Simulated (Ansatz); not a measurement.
ScF$_{3}$:
```
CELL_PARAMETERS angstrom
      2.81035     1.62256     4.66033
     -2.81035     1.62256     4.66033
      0.00000    -3.24511     4.66033
ATOMIC_POSITIONS crystal
  Sc 0.50000 0.50000 0.50000
  Sc 0.00000 0.00000 0.00000
  F  0.69986 0.25000 0.80014
  F  0.30014 0.75000 0.19986
  F  0.80014 0.69986 0.25000
  F  0.19986 0.30014 0.75000
  F  0.25000 0.80014 0.69986
  F  0.75000 0.19986 0.30014
```

Tensor components refer to the Cartesian frame of this cell.

### Question
Give the high-frequency dielectric tensor and the Born effective charge tensors of the independent atoms from DFPT, plane-wave PAW r²SCAN (Ansatz code).

### Answer

ε∞:
```
2.15  0.00  0.00
0.00  2.15  0.00
0.00  0.00  2.16
```
Z* of atom 1 (Sc), rows: field, columns: displacement, in e:
```
 3.87  -0.20   0.00
 0.20   3.87   0.00
 0.00   0.00   3.91
```
Z* of atom 3 (F), rows: field, columns: displacement, in e:
```
-1.59   0.53  -0.77
 0.53  -0.98   0.45
-0.77   0.45  -1.30
```

Static charges for comparison (Bader): Sc1 +2.29, F3 -0.76 e. Born charges measure polarisation by displacement and can exceed these by far.

Space group R-3c. The workflow started from a Materials Project entry (that database holds measured and hypothetical structures alike); the Crystallography Open Database copy checked does not list it. COD files the formula under space group No. 155, 191, 194, 221. Whether it is the stable phase at ambient conditions was not checked. Symmetry was held in the r²SCAN relaxation; whether a distortion lowers the energy is not shown. No spin polarisation was allowed.

Potentials: the earlier of the program's two PAW sets. The files were generated under PBE; for other functionals the program regenerates the frozen cores, and for LDA and PBEsol the local potential too.
